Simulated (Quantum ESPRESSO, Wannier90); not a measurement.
## Wannierisation of Te2Pd (P-3m1)

```xyz
3
Lattice="4.0701 0.0000 0.0000 -2.0350 3.5248 0.0000 0.0000 0.0000 5.2331" Properties=species:S:1:pos:R:3 pbc="T T T"
Te     2.0350    -1.1749     1.3663
Te    -2.0350     1.1749    -1.3663
Pd     0.0000     0.0000     0.0000
```

Cell from Materials Project (mp-782), symmetrised, no further relaxation. COD (Crystallography Open Database) has an entry of this formula and space group (matched by these alone). Method: PBEsol plane waves in Quantum ESPRESSO 7.5 (PseudoDojo norm-conserving files, 66 Ry, spinors with spin-orbit coupling), Bloch states on a 6×6×4 mesh through Γ, Wannier90 4.0.1. Density: 12×12×6 mesh, cold smearing 0.01 Ry. The cell is built of weakly bound layers, chains or molecules, whose nearest atoms lie 3.43 Å apart. Database cells relaxed without dispersion often hold them too far apart, which can enlarge gaps and weakens couplings between them; spacing and stacking were not compared with the measured crystal.

A tight-binding model is made by disentanglement and projection with no localisation steps (num_iter = 0), so the 34 orbitals stay atom-like: hydrogen-like Te: s;p; Pd: s;p;d, axes along x, y, z; frozen window up to 2.55 eV relative to the Fermi level. It follows pw.x to 12 meV rms for states up to 1.0 eV relative to the Fermi level. Matrix elements depend on this choice of orbitals and windows. Bands 9–16 (Te 4d 100 %), 17–28 (Te 4d 100 %) lie between the kept ones and are excluded.

Question: What are the on-site energies relative to the Fermi level, and how fast do the hoppings decay?

Answer: 
```tsv
atom	orbitals	energy (eV)
Te1	s↑ s↓	-11.21
Te1	pz↑ pz↓	-2.46
Te1	px↑ px↓ py↑ py↓	-3.21
Te2	s↑ s↓	-11.21
Te2	pz↑ pz↓	-2.46
Te2	px↑ px↓ py↑ py↓	-3.21
Pd3	s↑ s↓	-81.71
Pd3	pz↑ pz↓	-49.85
Pd3	px↑ px↓ py↑ py↓	-49.93
Pd3	dz2↑ dz2↓	-3.25
Pd3	dxz↑ dxz↓ dyz↑ dyz↓	-3.45
Pd3	dx2-y2↑ dx2-y2↓ dxy↑ dxy↓	-3.53
```

| distance of the centres (Å) | largest modulus (eV) |
|---|---|
| 2–3 | 5.2 |
| 3–4 | 0.93 |
| 4–5 | 0.92 |
| 5–6 | 0.14 |
| 6–7 | 1.0 |
| 7–8 | 0.11 |
| 8–9 | 0.20 |
| 9–10 | 0.23 |

Effective spin-orbit constants λ of λ L·S, from the same-site elements px↑–py↑ (λ/2) and dx2-y2↑–dxy↑ (λ), where they are among the larger elements: Pd3 p 2.8 eV.
